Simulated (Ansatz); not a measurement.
LiNbO₃ (LiNbO3 type, space group R3c)

```xyz
10
Lattice="2.5949 1.4982 4.6721 -2.5949 1.4982 4.6721 0.0000 -2.9964 4.6721" Properties=species:S:1:pos:R:3 pbc="T T T"
Li     0.0000     0.0000     9.8484
Li     0.0000     0.0000     2.8402
Nb     0.0000     0.0000    13.7895
Nb     0.0000     0.0000     6.7813
O     -0.6425     1.4589     8.2382
O      1.5847    -0.1730     8.2382
O     -0.9422    -1.2859     8.2382
O      1.0102     1.3252     5.9021
O      0.6425    -1.5375     5.9021
O     -1.6528     0.2123     5.9021
```

The atoms are displaced by Q × the pattern below (from a DFPT mode at Γ, largest move 1; Q in Å), at fixed cell.

| atom | x | y | z |
|---|---|---|---|
| Li1 | 0.000 | 0.000 | 1.000 |
| Li2 | 0.000 | 0.000 | -1.000 |
| Nb3 | 0.000 | 0.000 | -0.223 |
| Nb4 | 0.000 | 0.000 | 0.223 |
| O5 | -0.109 | 0.030 | -0.073 |
| O6 | 0.080 | 0.079 | -0.073 |
| O7 | 0.029 | -0.109 | -0.073 |
| O8 | 0.080 | -0.079 | 0.073 |
| O9 | -0.109 | -0.030 | 0.073 |
| O10 | 0.029 | 0.109 | 0.073 |

The numbers are results of PBE (plane waves to 420 eV, PAW, scalar-relativistic; Ansatz, an electronic-structure program), not measurements. k mesh 8×8×8 (Γ-centred), Fermi-Dirac smearing 0.05 eV. E stands for the smeared free energy. LiNbO3 is run without spin polarisation. LiNbO3 was relaxed with its symmetry unable to fall. The PAW data are Ansatz's earlier set. ΔE is measured from the undisplaced structure.

| Q (Å) | ΔE (meV/cell) |
|---|---|
| -0.180 | withheld |
| -0.150 | 43.2 |
| -0.120 | 27.5 |
| -0.090 | 15.4 |
| -0.060 | 6.8 |
| -0.030 | 1.7 |
| 0.000 | 0.0 |
| 0.030 | 1.7 |
| 0.060 | 6.8 |
| 0.090 | 15.4 |
| 0.120 | 27.5 |
| 0.150 | 43.2 |
| 0.180 | withheld |

**Question.** Fit an even polynomial form (powers 2, 4) to the given rows and predict ΔE at Q = -0.180.

**Answer.** Least squares on the 11 given rows: ΔE = (1890)·Q² + (1352)·Q⁴, in meV/cell with Q in Å; root-mean-square residual 0.01 meV/cell. At -0.180 the fit gives 62.7 meV/cell; the calculation gives 62.7 meV/cell, the same to the digits shown. The quadratic term alone would give 61.2 meV/cell.

(For displaced atoms, the force is minus the slope of the energy, and its curvature is a force constant, which sets phonon frequencies.)
